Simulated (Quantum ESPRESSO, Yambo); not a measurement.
For SiO2 (space group P6_222, No. 180), Yambo gives the independent-particle static dielectric constant along x as 2.46 on LDA bands and 2.18 after a scissor of 3.14 eV widens every gap (6×6×4 mesh, 95 bands, 3 Ry local-field block, 0.2 eV broadening). Axes are Cartesian, with cell vectors (Å) (5.06, 0.00, 0.00), (-2.53, 4.38, 0.00), (0.00, 0.00, 5.54).

Q: A scissor keeps the position matrix elements. In a one-oscillator model, how does ε − 1 scale, and what mean transition energy do the two values imply?

A: Each transition adds |r|²/E to ε − 1, so ε − 1 ∝ 1/(E0 + Δ). Then (2.18 − 1)/(2.46 − 1) = E0/(E0 + Δ) = 0.808, and E0 = Δ(ε' − 1)/(ε − ε') = 13.2 eV. The computed Im ε, weighted by 1/E up to 20 eV, has its mean at 12.4 eV; the smallest direct LDA gap is 5.70 eV. The scissor comes from a G0W0 run whose convergence isn't established. Convergence of the RPA response with its 6×6×4 mesh was not tested.

Bands from Quantum ESPRESSO.

Geometry of the Materials Project entry, not relaxed at this level; primitive cell a = 5.061 Å, b = 5.061 Å, c = 5.540 Å, α = 90.00°, β = 90.00°, γ = 120.00°.

This is not the ordinary phase of the substance.
